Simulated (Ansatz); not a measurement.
MoSe2:
```yaml
crystal:
  lattice:
    - [3.24836, 0.00000, 0.00000]
    - [-1.62418, 2.81316, 0.00000]
    - [0.00000, 0.00000, 12.74184]
  atoms:
    - { symbol: Mo, position: [0.33333, 0.66667, 0.25000] }
    - { symbol: Mo, position: [0.66667, 0.33333, 0.75000] }
    - { symbol: Se, position: [0.33333, 0.66667, 0.61993] }
    - { symbol: Se, position: [0.66667, 0.33333, 0.11993] }
    - { symbol: Se, position: [0.66667, 0.33333, 0.38007] }
    - { symbol: Se, position: [0.33333, 0.66667, 0.88007] }
```

Relaxed with LDA. Plane-wave PAW LDA (Ansatz code) gives a gap of 0.72 eV.

Question: What gap does HSE06 give on the same cell (Ansatz, PAW)?

Answer: 1.25 eV, 0.53 eV more. The hybrid was solved on a coarser mesh and at special points; the gap given is the minimum over both.

```
k  v1 LDA  c1 LDA    v1 HSE06    c1 HSE06
-  ------  ------  ----------  ----------
Γ    0.00    2.56        0.00        3.24
A   -0.18    2.57  (withheld)  (withheld)
K   -0.32    1.19       -0.31        1.68
H   -0.47    1.20  (withheld)  (withheld)
M   -0.86    1.61  (withheld)  (withheld)
L   -1.01    1.63  (withheld)  (withheld)
```

Question: Top valence (v1) and lowest conduction level (c1) in eV from each method's valence maximum (which need not be a listed point): supply the withheld HSE06 values.

Answer: 
- A, v1 HSE06: -0.23
- A, c1 HSE06: 3.26
- L, v1 HSE06: -1.18
- L, c1 HSE06: 2.24
- M, v1 HSE06: -1.02
- M, c1 HSE06: 2.21
- H, v1 HSE06: -0.45
- H, c1 HSE06: 1.68

Cost on shared cores: the LDA run (SCF on a 10×10×3 mesh, then bands and DOS) about 60 core-seconds (a rough figure), the HSE06 run (SCF on 6×6×2, then a few points) about 6 core-minutes (a rough figure); the tasks are unlike.

Space group P6_3/mmc. The LDA relaxation kept the symmetry of its start. No spin polarisation was allowed. A crystal of weakly bound layers computed without a dispersion correction: the cell and the soft elastic constants depend strongly on that. Scalar-relativistic: spin–orbit coupling is off unless named, which matters more the heavier the elements.

Potentials: the later of the program's two PAW sets.
